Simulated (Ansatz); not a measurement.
BN:
```yaml
crystal:
  lattice:
    - [1.24900, -2.16325, 0.00000]
    - [1.24900, 2.16325, 0.00000]
    - [0.00000, 0.00000, 6.59936]
  atoms:
    - { symbol: B, position: [0.33375, 0.66625, 0.75000] }
    - { symbol: N, position: [0.66708, 0.33292, 0.75000] }
    - { symbol: B, position: [0.66625, 0.33375, 0.25000] }
    - { symbol: N, position: [0.33292, 0.66708, 0.25000] }
```

Relaxed with r²SCAN+D4. Independent-particle spectrum: no excitons, no local fields, no scissors shift; 0.1 eV broadening; ε₁ of the summed bands alone.

Tabulate the dielectric function from DFT-r²SCAN+D4 in the program Ansatz with PAW potentials.



```csv
E (eV),ε₁ xx,ε₂ xx,ε₁ zz,ε₂ zz
0.0,4.33,0.00,2.72,0.00
0.4,4.34,0.00,2.72,0.00
0.8,4.37,0.00,2.73,0.00
1.2,4.41,0.00,2.74,0.00
1.6,4.48,0.00,2.76,0.00
2.0,4.57,0.00,2.79,0.00
2.4,4.68,0.00,2.82,0.00
2.8,4.84,0.00,2.86,0.00
3.2,5.05,0.00,2.91,0.00
3.6,5.34,0.00,2.98,0.00
4.0,5.74,0.00,3.08,0.00
4.4,6.35,0.00,3.21,0.00
4.8,7.42,0.00,3.44,0.00
5.2,10.71,0.28,4.24,0.10
5.6,9.77,6.02,3.38,1.39
6.0,9.19,8.64,2.95,1.15
6.4,0.48,12.35,2.81,0.94
6.8,-2.21,7.26,2.80,0.76
7.2,-1.44,4.17,2.87,0.61
7.6,-0.76,2.91,3.02,0.49
8.0,-0.22,2.15,3.23,0.41
8.4,0.22,1.65,3.51,0.37
8.8,0.61,1.30,3.88,0.35
9.2,0.96,1.05,4.43,0.36
9.6,1.28,0.87,5.45,0.40
10.0,1.58,0.74,8.23,2.44
10.4,1.88,0.65,5.75,7.80
10.8,2.19,0.57,1.77,6.08
11.2,2.61,0.55,0.86,4.70
11.6,2.82,0.80,0.62,3.75
12.0,3.05,0.77,0.70,3.15
```

From ε at 6.2 eV (xx: 7.58 + 13.36i), find n, k, the normal reflectivity and the absorption coefficient.

n = 3.39, k = 1.972, R = 41 %, α = 2kE/ħc = 1200000 cm⁻¹.

With all bands, ε∞ without local fields is 4.41 (xx = yy), 2.92 (zz).

Space group P6_3/mmc. The cell was relaxed with r²SCAN+D4 under the symmetry of its start.

Potentials: the earlier of the program's two PAW sets.
